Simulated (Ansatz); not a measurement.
Candidates compared on computed values. An acoustic mirror alternates quarter-wave layers of high and low impedance; the larger the ratio, the fewer layers.

bcc W serves as the reference. Each row is paired with the reference. Frequency 5 GHz, 3 pairs, polycrystalline averages.

Methods, by column (Ansatz, a plane-wave PAW program, with an older set of its potentials): density: LDA, relaxed cell; longitudinal speed: LDA, elastic tensor, Hill average.

Runs started from generated or typed cells of the structure named: hcp Zr; fcc Al; fcc Rh; fcc Pb; bcc W. Over 15 meV/atom above the lowest phase of their formula at hand: hcp Zr (15 meV/atom, LDA). Spin–orbit coupling is left out unless named.

Definitions used: Z = ρ v_l; layer = v_l/4f; ratio = larger Z over smaller Z; isolation ≈ 20 × 3 × log₁₀(ratio), up to a constant set by the substrate.

```
crystal           density (g/cm³)  v_l (km/s)  impedance (MRayl)  quarter wave (nm)  impedance ratio  isolation (dB)
----------------  ---------------  ----------  -----------------  -----------------  ---------------  --------------
hcp Zr                       6.95        4.36              30.30                218            3.436              32
fcc Al                       2.84        6.71              19.06                336            5.462              44
fcc Rh                      12.92        6.58              85.01                329            1.776              15
fcc Pb                      11.83        2.39              28.27                120            3.682              34
bcc W, reference            19.79        5.26             104.10                263            1.000               0
```

Q: In one row the value of «impedance ratio» was worked out wrongly and carried along the row. Which row, and what follows once it is corrected?

A: The row of fcc Rh shows 1.776. From its own inputs, impedance ratio: larger of 85.01/104.10 and its inverse = 1.225. Carried on: isolation: 20 × 3 × log₁₀(1.225) = 5 dB. The other rows agree with the rules.

With the correction: By impedance ratio (highest first): fcc Al (5.462 ± 0.35), fcc Pb (3.682 ± 0.24) ≈ hcp Zr (3.436 ± 0.22), fcc Rh (1.225 ± 0.078). The ± follows from allowances picked for this note (density 4 %, longitudinal speed 5 %), carried to first order and added in quadrature, each row's own inputs moving alone; ≈ joins neighbours closer than their two ± added in quadrature.

Sputtered films are textured or amorphous and softer than these crystals; shear waves need a mirror of their own. Where several phases of a formula are at hand, those over 0.1 eV/atom above the lowest were not drawn (by r²SCAN where it compared them, else by the largest value; a layered or molecular lowest phase counts only with a dispersion term); other phases could lie lower still. Rows are a sample by related chemistry or structure, familiar materials first, kept where one row at least reaches a ratio of 2.5. Limits of the draw: impedance over 8 MRayl; for moduli and speeds, an anisotropy index under 2.5, no layered crystals; no unfamiliar magnets, and cubic perovskites only if shown or known to be stable. As a rule kept out of such tables: 4f compounds, open-shell compounds run without a Hubbard term, cells found unstable in the tests at hand, cells close to a higher symmetry, and runs set to a pressure or over 12 % in volume from the crystal's fullest run.
